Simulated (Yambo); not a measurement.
G0W0@LDA for GaSb (zinc blende, space group F-43m, No. 216) in Yambo. Reference settings: 4×4×4 Γ-centred k mesh, 133 bands and a 10 Ry block in the screening, 133 bands in G with the Bruneval-Gonze terminator, plasmon pole fitted at 27.2 eV. The LDA gap Γ → Γ on this mesh is 0.07 eV; G0W0 gaps are taken between the same points.

Gap (Γ → Γ) in eV against the number of bands and the screening block, terminator on:

| bands (W and G) | 2 Ry | 4 Ry | 6 Ry | 8 Ry | 10 Ry |
|---|---|---|---|---|---|
| 31 | 0.989 | 1.020 | 1.022 | 1.023 | 1.025 |
| 47 | 0.942 | 0.961 | 0.961 | 0.960 | 0.962 |
| 72 | 0.904 | 0.907 | 0.901 | 0.898 | 0.898 |
| 102 | 0.883 | 0.870 | 0.859 | 0.854 | 0.854 |
| 133 | 0.871 | 0.850 | 0.835 | 0.830 | 0.829 |

Rough cost of the Yambo step against the reference (shared machines):

```json
[
 {"bands (W and G)": "31", "2 Ry": "1/6", "4 Ry": "1/5", "6 Ry": "1/6", "8 Ry": "1/4", "10 Ry": "1/3"},
 {"bands (W and G)": "47", "2 Ry": "1/4", "4 Ry": "1/3", "6 Ry": "1/3", "8 Ry": "1/2", "10 Ry": "1/2"},
 {"bands (W and G)": "72", "2 Ry": "1/3", "4 Ry": "1/2", "6 Ry": "1/2", "8 Ry": "~1", "10 Ry": "~1"},
 {"bands (W and G)": "102", "2 Ry": "~1", "4 Ry": "1/2", "6 Ry": "~1", "8 Ry": "~1", "10 Ry": "~1"},
 {"bands (W and G)": "133", "2 Ry": "~1", "4 Ry": "~1", "6 Ry": "~1", "8 Ry": "~1", "10 Ry": "1"}
]
```

At the largest block the last step in bands moves the gap by -0.025 eV; at the most bands the last step in the block moves it by -0.001 eV.

Without spin-orbit coupling, band edges of such heavy elements can be off by tenths of an eV. So small a LDA gap in heavy elements may be inverted, where one-shot corrections to single bands mislead.

The standard potentials for Ga, Sb keep a d shell in the valence without the s and p states of that shell. In tests on such compounds this moved G0W0 gaps by up to about 0.9 eV, so absolute quasiparticle energies here are unreliable; differences between settings are what counts.

Geometry relaxed with LDA; primitive cell a = 4.2762 Å, b = 4.2762 Å, c = 4.2762 Å, α = 60.00°, β = 60.00°, γ = 60.00°.
